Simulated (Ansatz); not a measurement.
Relaxed-ion elastic tensor of Os (hcp (Mg type), P6_3/mmc) in GPa (Voigt order), DFT-r²SCAN in the program Ansatz with PAW potentials; density 22.53 g/cm³, 14.02 Å³ per atom.

```
784  237  233  0.0  0.0  0.0
237  784  233  0.0  0.0  0.0
233  233  883  0.0  0.0  0.0
0.0  0.0  0.0  274  0.0  0.0
0.0  0.0  0.0  0.0  274  0.0
0.0  0.0  0.0  0.0  0.0  273
```

Q: Is the crystal mechanically stable?

A: Yes: the smallest eigenvalue of C is 273 GPa.

Q: Work out the Voigt, Reuss and Hill averages.

A: K_V = 429, K_R = 428, K_H = 428; G_V = 281, G_R = 280, G_H = 280 GPa.

Q: Give Young's modulus, Poisson's ratio, Pugh's ratio and the universal anisotropy index.

A: E = 9KG/(3K + G) = 690 GPa; ν = 0.23; K/G = 1.53 (brittle by the Pugh limit of 1.75); A_U = 5G_V/G_R + K_V/K_R − 6 = 0.02.

Q: Estimate the sound speeds and the Debye temperature.

A: v_l = √((K + 4G/3)/ρ) = 5970 m/s, v_t = √(G/ρ) = 3530 m/s, mean 3910 m/s; Θ = (h/k)(3n/4πV)^(1/3) v_m = 483 K.

Q: Solve the Christoffel equation for the three sound speeds along x, y, z.

A: Eigenvalues of C_ijkl n_j n_l equal ρv². In km/s, slowest first: x 3.48, 3.49, 5.90; y 3.48, 3.49, 5.90; z 3.49, 3.49, 6.26.

Q: How much does each axis shrink under pressure?

A: Linear compressibilities β_i = Σ_j S_ij (j = 1 to 3): x 0.82, y 0.82, z 0.70 per TPa.

The r²SCAN relaxation kept the symmetry of its start. No spin polarisation was allowed. As this level gives no gap, shear constants depend on the k-mesh and smearing (Fermi–Dirac, 0.1 eV here). Spin–orbit coupling is left out wherever it is not named.

Potentials: the earlier of the program's two PAW sets. The files were generated under PBE; for other functionals the program regenerates the frozen cores, and for LDA and PBEsol the local potential too.
